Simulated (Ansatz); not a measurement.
Total density of states per atom from DFT-r²SCAN in the program Ansatz with PAW potentials, in 0.25 eV bins, energy from the valence-band maximum:

(E (eV), states/eV/atom): (-7.85, 0.00); (-7.60, 0.00); (-7.35, 0.00); (-7.10, 0.00); (-6.85, 0.00); (-6.60, 0.00); (-6.35, 0.00); (-6.10, 0.00); (-5.85, 0.21); (-5.60, 1.14); (-5.35, 0.73); (-5.10, 0.45); (-4.85, 0.30); (-4.60, 0.23); (-4.35, 0.18); (-4.10, 0.15); (-3.85, 0.11); (-3.60, 0.10); (-3.35, 0.31); (-3.10, 0.75); (-2.85, 0.68); (-2.60, 0.74); (-2.35, 0.99); (-2.10, 0.94); (-1.85, 0.71); (-1.60, 0.89); (-1.35, 0.82); (-1.10, 0.66); (-0.85, 0.40); (-0.60, 0.29); (-0.35, 0.18); (-0.10, 0.05); (0.15, 0.00); (0.40, 0.00); (0.65, 0.00); (0.90, 0.00); (1.15, 0.04); (1.40, 0.16); (1.65, 0.42); (1.90, 0.79); (2.15, 0.91); (2.40, 0.85); (2.65, 0.67); (2.90, 0.46); (3.15, 0.73); (3.40, 0.51); (3.65, 0.68); (3.90, 0.98); (4.15, 0.84); (4.40, 0.86); (4.65, 0.79); (4.90, 0.83); (5.15, 0.76)

### Question
Pick the material that matches.
(A) AlN, P6_3mc (Pearson symbol hP12)
(B) SbPd, NiAs type
(C) EuSbAu, P6_3/mmc (Eu on 2a, Sb on 2c, Au on 2d)
(D) AlInSb2, R3m (Al on 3a, In on 3a, Sb on 3a, Sb on 3a)

### Answer
D, AlInSb2, R3m (Al on 3a, In on 3a, Sb on 3a, Sb on 3a). Top 1 eV of the valence band: Sb 5p 74 %, In 5p 17 %, Al 3p 6 %. Bottom 1 eV of the conduction band: Sb 5p 22 %, Al 3p 20 %, In 5s 14 %, Sb 5s 14 %, Al 3s 13 %, In 5p 10 %, outside the projected shells 7 %. Projections are on Löwdin-orthogonalised atomic valence shells; empty p or d shells of many metals are not among them.

The workflow started from a Materials Project entry (that database holds measured and hypothetical structures alike); the Crystallography Open Database copy checked does not list it. With Al and In taken as one species the cell has the higher symmetry F-43m, so it may be an ordered model of a mixed-site phase. Its standing as an ambient phase is unchecked. The r²SCAN relaxation kept the symmetry of its start; whether a distortion lowers the energy is not shown. Spin–orbit coupling is left out wherever it is not named.

Potentials: the later of the program's two PAW sets.
